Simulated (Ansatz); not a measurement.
## Density of states of LaGa$_{2}$

```
La Ga
1.0
     4.22575    0.00000    0.00000
    -2.11288    3.65961    0.00000
     0.00000    0.00000    4.34600
La Ga
1 2
Direct
  0.00000 0.00000 0.00000
  0.33333 0.66667 0.50000
  0.66667 0.33333 0.50000
```

Conventional cell: a = 4.226 Å, b = 4.226 Å, c = 4.346 Å, α = 90.00°, β = 90.00°, γ = 120.00°. La (atom 1) is surrounded by 12 Ga at 3.27 Å. Around Ga (atom 2) lie 3 Ga at 2.44 Å.

The cell was built from the AlB2 type and relaxed in the same program, and has space group P6/mmm; it needn't be a known or the stable phase.

No spin–orbit coupling, which matters for the heavy atoms here.

The calculation used Ansatz 0.2.0, DFT, LDA, all-electron LAPW, scalar-relativistic.

The runs use a Γ-centred 10×10×8 k mesh, Fermi–Dirac smearing of 0.08 eV, basis error target 0.5 meV/atom, no spin polarisation.

Task: Which of the resolved shells contributes most within 0.3 eV of the Fermi level?

Result: La 5d, with 54 % of all states there; Ga 4p follows with 37 %.

Task: Where is the centre of the filled La 5d states between -14 eV and the top of the filled states?

Result: -1.92 eV from the Fermi level.

Task: Tabulate the density of states.

Result: States per eV and cell, averaged over 0.6 eV, from -5.8 to 1.2 eV, with energies (bin centres) from the Fermi level; empty bins are left out. The partial columns, the largest 4 alone, are projections on Löwdin-orthogonalised atomic shells (those that the program's projection atoms carry: the occupied ones and, for some elements, an empty d or f shell; other empty shells have no column), summed over atoms of an element. Weights on diffuse s and p shells depend on that basis and aren't pure angular character.
```
E (eV)  total  Ga 4p  La 5d  La 4f  Ga 4s
  -5.6   0.76   0.29   0.11   0.01   0.32
  -5.0   0.78   0.31   0.10   0.01   0.32
  -4.4   0.52   0.21   0.08   0.01   0.20
  -3.8   0.39   0.17   0.06   0.01   0.14
  -3.2   0.47   0.24   0.08   0.01   0.10
  -2.6   0.64   0.39   0.11   0.01   0.07
  -2.0   1.92   1.29   0.36   0.03   0.09
  -1.4   1.39   0.87   0.34   0.03   0.05
  -0.8   2.79   1.63   0.94   0.06   0.03
  -0.2   2.29   1.00   1.10   0.08   0.02
   0.4   1.15   0.28   0.72   0.11   0.01
   1.0   0.63   0.12   0.26   0.18   0.04
```
